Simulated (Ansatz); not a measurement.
Put Cd2S in Pn-3m (No. 224): Cd on 4b; S on 2a.

These are results of Ansatz 0.2.0, DFT PBE, scalar-relativistic, plane waves, PAW, not measurements. Cutoff 420 eV, Γ-centred mesh, Gaussian smearing, no spin polarisation.

Formation energies are uncorrected and refer to the elements' standard structures at the same level.

**Question.** Which cell and coordinates does it relax to?

**Answer.**

Space group Pn-3m:1 (No. 224). a = 5.933 Å, b = 5.933 Å, c = 5.933 Å, α = 90.00°, β = 90.00°, γ = 90.00°
```tsv
atom	site	symmetry	x	y	z
Cd	4b	.-3m	0.2500	0.2500	0.2500
S	2a	-43m	0.0000	0.0000	0.0000
```

It has the cuprite type. Around Cd lie 2 S at 2.57 Å; S has 4 Cd at 2.57 Å.

**Question.** Where does its energy lie, and is it a metal?

**Answer.** The energy over the elements is +0.20 eV/atom and the gap on the 6×6×6 mesh of the 6-atom cell is 0 eV (a metal). A positive value: parting into the elements would lower its energy.

The last run used Gaussian smearing of 0.10 eV. The reference form of S is held partly by dispersion forces, which this level lacks. A structure relaxed within its symmetry needn't be a true minimum. Another cell of Cd2S relaxed alike, in Cm, lies 0.50 eV/atom lower, so this cell isn't the stable form at this level.
